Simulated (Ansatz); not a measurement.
KBr (rock salt)

```xyz
4
Lattice="0.0000 6.7052 6.7052 3.3526 3.3526 6.7052 3.3526 3.3526 0.0000" Properties=species:S:1:pos:R:3 pbc="T T T"
Br     0.0000     0.0000     0.0000
Br     3.3526     6.7052    10.0578
K      3.3526    10.0578    10.0578
K      3.3526     6.7052     6.7052
```

A phonon eigenvector at X = (0.5, 0.5, 0.0) is frozen into this cell: atom i moves by Q times the vector below, so Q is the largest atomic displacement, in Å. The cell is held. It is one choice among 2 degenerate patterns. (q is in reciprocal vectors of the primitive cell; the cell shown is doubled to hold the pattern.)

```csv
atom,x,y,z
Br1,0.000,-0.439,0.000
Br2,0.000,0.439,0.000
K3,0.000,-1.000,0.000
K4,0.000,1.000,0.000
```

These are PBE (plane waves to 420 eV, PAW, scalar-relativistic; Ansatz, a first-principles code) values and carry that method's errors. k mesh 9×9×9 (Γ-centred), Fermi-Dirac smearing 0.05 eV. Energies are smeared free energies. KBr was relaxed with its symmetry unable to fall. ΔE is measured from the undisplaced structure.

```
Q (Å)   ΔE (meV/cell)
------  -------------
-0.180           77.5
-0.150           52.3
-0.120       withheld
-0.090           18.0
-0.060            7.9
-0.030            2.0
0.000             0.0
0.030             2.0
0.060             7.9
0.090            18.0
0.120        withheld
0.150            52.3
0.180            77.5
```

Question: Fit an even polynomial form (powers 2, 4) to the given rows and predict ΔE at Q = 0.120.

Answer: Least squares on the 11 given rows: ΔE = (2169)·Q² + (6887)·Q⁴, in meV/cell with Q in Å; root-mean-square residual 0.02 meV/cell. At 0.120 the fit gives 32.7 meV/cell; the calculation gives 32.6 meV/cell, so the interpolation is off by 0.1 (+0.3 %). The quadratic term alone would give 31.2 meV/cell.

(A displaced cell: forces are minus the slopes of the energy, force constants its curvatures, and phonons follow from these.)
